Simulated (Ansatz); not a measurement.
An Ansatz (a program for electronic structure) run. Input:

Ansatz 0.2 input:
```yaml
crystal:
  lattice:
    - [3.9072614869, 0.0, 0.0]
    - [0.0, 3.9072614869, 0.0]
    - [0.0, 0.0, 3.9072614869]
  atoms:
    - { symbol: Na, position: [0.0, 0.0, 0.0] }
    - { symbol: Mg, position: [0.5, 0.5, 0.5] }
    - { symbol: F, position: [0.5, 0.5, 0.0] }
    - { symbol: F, position: [0.0, 0.5, 0.5] }
    - { symbol: F, position: [0.5, 0.0, 0.5] }
kpoints:
  mp_grid: { grid: [6, 6, 6] }
basis: { xc_grid: 2 }
hamiltonian:
  xc: pbesol
  pseudopotentials: { kind: paw }
scf:
  occupations: { method: fixed }
output:
  optics: { e_range: [0.0, 15.0], de: 0.05, sigma: 0.1, bands: { spectra_wanted_up_to: 12 eV } }
```

Output (shortened):

```
output.optics: the spectra are integrated over the Brillouin zone by k·p interpolation around the k-points, where levels, occupations, output.optics.sigma and …
Pseudopotential: Na, paw, valence charge 9
Pseudopotential: Mg, paw, valence charge 10
Pseudopotential: F, paw, valence charge 7
Functional definition: PBEsol
Crystal: 5 atoms, lattice volume = 59.651 Å³
Basis set: ecut = 420 eV, 1189 PW (Γ), exchange–correlation on 54×54×54 points (8 copies of the dense FFT grid, shifted against one another)
Bands: 25, of which v1, the nominal top of the filled ones, is band 20 counted from 1 (19 counted from 0)
Symmetry: 48 space group operations
Space group: Pm-3m (ITA 221), of the structure as read, at distance tolerance 3.9e-5 Å
k-points: 20 of 216
SCF iter   1: F=—  HF=-5796.825267 eV  |F-HF|=—  |Δ(HF+E_count)|=         —  Δρ=1.35e-2  dr2=6.63e-2  ethr=1.77e-3  ⟨swp⟩=4.8  Hψ=1968  notcnv=0  defer=49
preconditioner: auto → Resta (q_TF=auto, 2.552 Å⁻¹)
SCF iter   2: F=—  HF=-5796.803779 eV  |F-HF|=—  |Δ(HF+E_count)|=   2.15e-2  Δρ=2.34e-3  dr2=9.57e-4  ethr=1.66e-4  ⟨swp⟩=2.0  Hψ=969  notcnv=0  defer=53
SCF iter   3: F=—  HF=-5796.803511 eV  |F-HF|=—  |Δ(HF+E_count)|=   2.68e-4  Δρ=7.12e-4  dr2=1.62e-4  ethr=2.39e-6  ⟨swp⟩=2.0  Hψ=810  notcnv=0  defer=53
SCF iter   4: F=—  HF=-5796.803549 eV  |F-HF|=—  |Δ(HF+E_count)|=   3.85e-5  Δρ=1.84e-4  dr2=1.15e-5  ethr=4.04e-7  ⟨swp⟩=2.0  Hψ=884  notcnv=0  defer=46
SCF iter   5: F=—  HF=-5796.803585 eV  |F-HF|=—  |Δ(HF+E_count)|=   3.54e-5  Δρ=3.42e-5  dr2=4.48e-7  ethr=2.88e-8  ⟨swp⟩=2.0  Hψ=858  notcnv=0  defer=28
SCF iter   6: F=—  HF=-5796.803580 eV  |F-HF|=—  |Δ(HF+E_count)|=   5.35e-6  Δρ=1.17e-5  dr2=7.27e-8  ethr=1.12e-9  ⟨swp⟩=2.0  Hψ=780  notcnv=0  defer=20
SCF iter   7: F=—  HF=-5796.803580 eV  |F-HF|=—  |Δ(HF+E_count)|=   4.70e-8  Δρ=3.39e-6  dr2=2.44e-9  ethr=1.82e-10  ⟨swp⟩=2.0  Hψ=772  notcnv=0  defer=20
SCF iter   8: F=—  HF=-5796.803580 eV  |F-HF|=—  |Δ(HF+E_count)|=  2.40e-10  Δρ=5.04e-7  dr2=1.06e-10  ethr=6.10e-12  ⟨swp⟩=2.0  Hψ=769  notcnv=0  defer=20
SCF iter   9: F=-5796.803580 eV  HF=-5796.803580 eV  |F-HF|=0.00e0  |Δ(HF+E_count)|=  3.82e-11  Δρ=1.12e-7  dr2=2.97e-12  ethr=1.00e-12  ⟨swp⟩=7.8  Hψ=1965  notcnv=0
SCF 1 converged in 9 iterations: F = -5796.803580 eV  dr2 = 2.97e-12
NSCF: frozen V_eff on 20 k-points
Optics k sum: 0 of 20 k-points
Optics k sum: 1 of 20 k-points
Optics k sum: 2 of 20 k-points
Optics k sum: 3 of 20 k-points
Optics k sum: 4 of 20 k-points
Optics k sum: 5 of 20 k-points
Optics k sum: 6 of 20 k-points
Optics k sum: 7 of 20 k-points
Optics k sum: 8 of 20 k-points
Optics k sum: 9 of 20 k-points
Optics k sum: 10 of 20 k-points
Optics k sum: 11 of 20 k-points
Optics k sum: 12 of 20 k-points
Optics k sum: 13 of 20 k-points
Optics k sum: 14 of 20 k-points
Optics k sum: 15 of 20 k-points
Optics k sum: 16 of 20 k-points
Optics k sum: 17 of 20 k-points
Optics k sum: 18 of 20 k-points
Optics k sum: 19 of 20 k-points
Optics k sum: 20 of 20 k-points
Optics k sum: 0 of 20 k-points
Optics k sum: 1 of 20 k-points
Optics k sum: 2 of 20 k-points
Optics k sum: 3 of 20 k-points
Optics k sum: 4 of 20 k-points
Optics k sum: 5 of 20 k-points
Optics k sum: 6 of 20 k-points
Optics k sum: 7 of 20 k-points
Optics k sum: 8 of 20 k-points
Optics k sum: 9 of 20 k-points
Optics k sum: 10 of 20 k-points
Optics k sum: 11 of 20 k-points
Optics k sum: 12 of 20 k-points
Optics k sum: 13 of 20 k-points
Optics k sum: 14 of 20 k-points
Optics k sum: 15 of 20 k-points
Optics k sum: 16 of 20 k-points
Optics k sum: 17 of 20 k-points
Optics k sum: 18 of 20 k-points
Optics k sum: 19 of 20 k-points
Optics k sum: 20 of 20 k-points
output.optics: what the bands over the 35 summed would add to eps1, eps2 and the energy-loss function is held between a lower and an upper bound (8 Lanczos …
SCF converged after 9 iterations
Free energy (F): -5796.803580 eV
Harris-Foulkes:  -5796.803580 eV  (|F-HF|=0.00e0)
Internal energy: -5796.803580 eV  (E = F + TS)
E sigma→0 (E₀):  -5796.803580 eV
Fermi energy:    1.722298 eV
--- Per-component energies (eV) ---
  E_band       = -653.367013
  E_kinetic    = 820.375634
  E_local      = -4455.851077  (includes V_loc(G=0)·N_el)
  E_nonlocal   = 432.775730
  E_hartree    = 1603.106265
  E_xc         = -305.426726
  E_vxc        = -394.311481  (∫ρ·V_xc dr)
  E_paw        = -1115.616407  (= ΣΔE_a)
  E_vpaw       = -262.574363  (= ΣTr[D̂ρ^β])
  E_aug_tail   = 0.006025  (compensation charges beyond the density's cutoff)
  E_ewald      = -2776.413907
  E_core_change = 0.240884  (= ΣΔE_core)
  E_smearing   =  0.000000  (= −TS)
  E_closure    =  0.000000  (closes the sum)
  Σ components = -5796.803580   (vs F -5796.803580, Δ=0.00e0)
  [band-id]    e_kinetic+e_local+e_nonlocal+2·e_hartree+e_vxc+e_vpaw+e_augmentation_tail = -653.367003   (vs E_band -653.367013, Δ=9.85e-6)
--- Band table (eV; the first three rows and the last of 20) ---
  k-point 0: bands = ["-68.3202", "-46.2093", "-35.2825", "-35.2825", "-35.2825", "-18.5390", "-18.2790", "-18.2790", "-18.2790", "-17.7113", "-17.7113", "-1.0147", "-1.0147", "-1.0147", "1.0454", "1.0454", "1.0454", "1.2691", "1.2691", "1.2691", "7.7144", …
  k-point 1: bands = ["-68.3202", "-46.2092", "-35.2851", "-35.2824", "-35.2824", "-18.5320", "-18.2786", "-18.2786", "-18.2434", "-17.7363", "-17.7090", "-0.9698", "-0.9424", "-0.9424", "0.9761", "0.9786", "0.9786", "0.9918", "1.2282", "1.2282", "8.1856", …
  k-point 2: bands = ["-68.3201", "-46.2091", "-35.2902", "-35.2823", "-35.2823", "-18.5302", "-18.2777", "-18.2777", "-18.1303", "-17.8160", "-17.7043", "-0.8036", "-0.7706", "-0.7706", "0.3598", "0.7715", "0.7715", "0.8855", "1.1937", "1.1937", "9.3646", …
  k-point 19: bands = ["-68.3199", "-46.2083", "-35.2922", "-35.2922", "-35.2922", "-18.2892", "-18.2892", "-18.2892", "-17.8859", "-17.8859", "-17.8859", "-2.3892", "-0.6212", "-0.6212", "-0.6212", "0.5395", "0.5395", "1.7223", "1.7223", "1.7223", "12.1298", …
```

Cost: around 27 core-seconds (rough) on shared cores.

The workflow started from a Materials Project entry (that database holds measured and hypothetical structures alike); the Crystallography Open Database copy checked does not list it. COD files the formula under space group No. 62, so this cell is another polymorph or a model. Its standing as an ambient phase is unchecked. Symmetry was held in the PBEsol relaxation. At this level the phase is dynamically unstable (imaginary phonons).

Potentials: the later of the program's two PAW sets.

Ansatz is a plane-wave DFT program.
